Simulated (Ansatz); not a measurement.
Task: Ge in space group Fd-3m (No. 227; Ge on 16d) is relaxed with the program Ansatz at the r²SCAN+D4 level (PAW). What lattice parameters of the conventional cell result?

Result: a = 7.468 Å.

Task: Is it a metal or does it have a gap at this level?

Result: No gap at this level.

The workflow started from an entry of the Crystallography Open Database (COD). Its sites differ from those of the usual phase in this space group: another stacking or structure type. The cell was relaxed with r²SCAN+D4 under the symmetry of its start; whether a distortion lowers the energy is not shown. The volume moved by 132 % from the start of the relaxation. Spin–orbit coupling is left out wherever it is not named.

Potentials: the later of the program's two PAW sets.
